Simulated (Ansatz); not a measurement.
A relaxed cell of Ta (Im-3m (No. 229)), relaxed on a k-mesh at least as fine as the one used below. Method: r2SCAN (plane waves to 500 eV, PAW, scalar-relativistic; Ansatz, an electronic-structure program). Γ-centred k-mesh 14×7×14 on the run's cell (coarser than for final values), Fermi–Dirac smearing 0.05 eV.

```yaml
crystal:
  lattice:
    - [-1.65255, 1.65255, 1.65255]
    - [3.30509, -3.30509, 3.30509]
    - [1.65255, 1.65255, -1.65255]
  atoms:
    - { symbol: Ta, position: [0.00000, 0.00000, 0.00000] }
    - { symbol: Ta, position: [0.00000, 0.50000, 0.00000] }
```

The atoms are displaced by (Å):

| atom | ux | uy | uz |
|---|---|---|---|
| Ta1 | 0.080 | -0.056 | 0.040 |
| Ta2 | -0.036 | -0.033 | 0.137 |

Problem. What forces (eV/Å) and pressure result?

Solution. 
```json
[
 {"atom": "Ta1", "Fx": "-0.40", "Fy": "0.17", "Fz": "0.27"},
 {"atom": "Ta2", "Fx": "0.40", "Fy": "-0.17", "Fz": "-0.27"}
]
```

Pressure 0.0 GPa.

No spin polarisation in the result.

The run that gave the undisplaced cell could not lose the symmetry of its start; a randomly shaken copy of 2 atoms returns to this structure.
